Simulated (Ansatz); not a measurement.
Rocksalt alloy of PbS and PbSe (4 of 32 S sites exchanged), 64 atoms

Ansatz, PAW, plane waves. PBEsol relaxation of volume and atoms (shape held) at the single k point (¼, ¼, ¼) without its symmetry partners; single points on the relaxed atoms at the single k point (¼, ¼, ¼) without its symmetry partners, onto which points of the small cell's zone fold. Arrangement: unlike neighbours preferred. No spin–orbit coupling unless named.

Relaxed structure:

```
Se S Pb
1.0
    11.84905    0.00000    0.00000
     0.00000   11.84905    0.00000
     0.00000    0.00000   11.84905
Se S Pb
4 28 32
Direct
  0.24988 0.00002 0.00022
  0.24991 0.99996 0.50019
  0.74990 0.99995 0.50029
  0.74987 0.49998 0.49998
  0.25007 0.50009 0.00015
  0.24989 0.49999 0.50023
  0.74996 0.00011 0.00033
  0.75012 0.50014 0.99997
  0.99973 0.25036 0.00028
  0.99995 0.25031 0.50029
  0.00009 0.74967 0.99991
  0.99993 0.74974 0.49991
  0.50033 0.25039 0.00002
  0.49942 0.25032 0.50001
  0.50068 0.74974 0.00004
  0.49944 0.74971 0.50005
  0.99971 0.00006 0.25015
  0.99981 0.99995 0.75066
  0.00043 0.50007 0.24949
  0.00065 0.49996 0.75026
  0.50030 0.99999 0.24983
  0.50031 0.00016 0.75034
  0.49975 0.49994 0.24967
  0.50008 0.50006 0.75038
  0.25003 0.25070 0.25008
  0.25002 0.25073 0.75017
  0.24996 0.74945 0.25040
  0.25015 0.74950 0.75037
  0.75001 0.25008 0.24967
  0.74996 0.24978 0.75100
  0.75002 0.75002 0.24957
  0.75018 0.74977 0.75087
  0.99602 0.99982 0.00024
  0.99989 0.00017 0.49999
  0.99979 0.49963 0.99976
  0.00360 0.50012 0.49980
  0.50351 0.00015 0.99990
  0.49988 0.00019 0.50002
  0.49979 0.50023 0.99998
  0.49607 0.50036 0.49992
  0.24924 0.25412 0.99975
  0.24985 0.25454 0.49989
  0.24934 0.74559 0.99979
  0.24989 0.74554 0.49972
  0.74929 0.25063 0.99979
  0.74966 0.25031 0.49972
  0.74957 0.74913 0.00010
  0.74999 0.74969 0.50022
  0.24979 0.99978 0.24983
  0.24946 0.99969 0.75043
  0.24976 0.49973 0.24894
  0.24958 0.49979 0.75046
  0.74992 0.00011 0.24572
  0.74966 0.99980 0.75470
  0.74962 0.50000 0.24562
  0.74939 0.49975 0.75409
  0.99968 0.24966 0.25016
  0.99949 0.24941 0.74948
  0.99949 0.74997 0.24993
  0.99964 0.74989 0.74947
  0.49962 0.24981 0.25023
  0.49953 0.24963 0.74977
  0.49965 0.75047 0.25029
  0.49960 0.75026 0.74984
```

(1) What are the mean bond lengths by pair (pairs within 1.2 times the sum of covalent radii, less contacts 15 % beyond the pair's median; cation–cation pairs of compounds aside; long ionic contacts are cut short by that bound)?

(2) What gap lies between the top filled and the lowest empty level in the single points?

Results:

(1) Pb–S 2.959 ± 0.014 Å (standard deviation, 168 bonds); Pb–Se 2.987 ± 0.025 Å (standard deviation, 24 bonds).

(2) r²SCAN 1.76 eV (16 s on NVIDIA H100). Away from Γ this isn't the crystal's band gap.
